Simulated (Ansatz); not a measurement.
Sr (fcc (Cu type), Fm-3m) at seven volumes, DFT-PBE in the program Ansatz with PAW potentials, scaled uniformly. One row is withheld.

```tsv
V (Å³/atom)	P (GPa)
49.806	1.30
51.448	0.80
53.090	0.37
54.732	0.00
56.374	-0.32
58.016	-0.61
59.658	?
```

### Question
Fit the shown pressures and predict the withheld one.

### Answer
P = (3/2)B₀(x^(7/2) − x^(5/2))[1 + (3/4)(B′ − 4)(x − 1)] with x = (V₀/V)^(2/3). Least squares on the six rows gives V₀ = 54.727 Å³/atom, B₀ = 11.6 GPa, B′ = 3.70. At V = 59.658, x = 0.9441 and P = -0.85 GPa. The run itself gave -0.86 GPa.

Symmetry was held in the PBE relaxation.

Potentials: the later of the program's two PAW sets.
